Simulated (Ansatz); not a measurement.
Space group P6_3mc (No. 186). a = 2.544 Å, b = 2.544 Å, c = 4.208 Å, α = 90.00°, β = 90.00°, γ = 120.00°
```tsv
atom	site	symmetry	x	y	z
B	2b	3m.	0.6667	0.3333	0.9998
N	2b	3m.	0.6667	0.3333	0.6252
```

Equation of state of this BN structure (not necessarily the ground state), with shape and atoms relaxed at each volume where symmetry leaves them free. Theory: DFT r2SCAN, scalar-relativistic, plane waves, PAW in Ansatz 0.2.0.

Plane waves to 500 eV, a k mesh through Γ of 12×12×6 on the computed 4-atom cell and Gaussian smearing (0.02 eV); no spin polarisation.

```tsv
V (Å³/atom)	E − E(largest V) (meV/atom)	P (GPa)	gap on mesh (eV)
5.188	64.19	63.09	5.47
5.365	5.43	43.82	5.56
5.542	-33.50	27.12	5.63
5.719	-55.24	12.61	5.69
5.896	-62.04	0.00	5.75
6.073	-55.85	-10.96	5.80
6.250	-38.37	-20.49	5.85
6.485	0.00	-31.30	5.91
```

**Question.** Fit a third-order Birch–Murnaghan equation to E(V).

**Answer.** V0 = 5.90 Å³/atom, B0 = 391 GPa, B0' = 3.7.

This wurtzite form isn't the usual stable structure of the compound.